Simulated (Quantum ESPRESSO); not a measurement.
# Moving one atom in Ga2InAlP4

Calculated results; nothing here was measured. They come from pw.x of Quantum ESPRESSO 7.5, a plane-wave density functional program, with PseudoDojo standard norm-conserving files (v0.5 for PBE, v0.4.1 for LDA and PBEsol). The cells are made up: elements, strain and atom displacements were drawn at random, and nothing was relaxed. There is no spin polarisation, spin-orbit coupling or dispersion term.

The cell has 8 sites of a zincblende or diamond lattice. Sites 1 to 4 hold Ga In Al Ga; sites 5 to 8 hold P P P P. Cell vectors in Å: (5.556, 0.058, -0.007); (0.058, 5.570, -0.048); (-0.007, -0.048, 5.441). Settings: PBE, cutoff 1088 eV, 4 x 4 x 4 k mesh shifted by half a step, Fermi-Dirac smearing of 0.025 eV.

Each run shifts the P atom on site 7 along x and leaves all else fixed. Site 2 is one of its nearest neighbours. E is the free energy of the cell above the lowest run shown.

| run | shift (Å) | Fx on site 7 (eV/Å) | Fx on site 2 (eV/Å) | P (GPa) | E (meV) |
| --- | --- | --- | --- | --- | --- |
| 1 | -0.1098 | 0.324 | -1.550 | 6.42 | 0.0 |
| 2 | -0.0159 | -0.893 | -1.203 | 6.50 | 26.5 |
| 3 | 0.0068 | -1.192 | -1.112 | 6.55 | 50.1 |
| 5 | 0.0848 | -2.222 | -0.782 | 6.81 | 183.3 |
| 6 | 0.1593 | -3.199 | -0.446 | 7.18 | 385.3 |
| 7 | 0.1804 | -3.471 | -0.349 | 7.31 | 455.7 |
| 4 | 0.0425 | ? | ? | ? | ? |

A rerun of one of these cells at 1377 eV and k mesh 6 x 6 x 6 moved values by no more than 0.008 eV in the cell's energy, 0.02 GPa in stress and 0.002 eV/Å in force.

## Worked fit

A parabola through the six runs shown gives Fx on site 7 = -1.105 - 13.07 u - 0.4 u² eV/Å, with u in Å and a scatter of 0.006 eV/Å. Minus the slope, 13.07 ± 0.11 eV/Å², is this atom's force constant along x at u = 0, with its periodic images moving too. The fitted force vanishes at u = -0.085 Å, where the energy should be lowest along this line. The error is the larger of the fit's own and the change that a cubic makes, rounded up.

## Withheld run

Question: what Fx on site 7 should run 4 give?

The fit gives -1.661 eV/Å. The calculation gave -1.663 eV/Å.

```
run,shift (Å),Fx on site 7 (eV/Å),Fx on site 2 (eV/Å),P (GPa),E (meV)
4,0.0425,-1.663,-0.964,6.65,101.1
```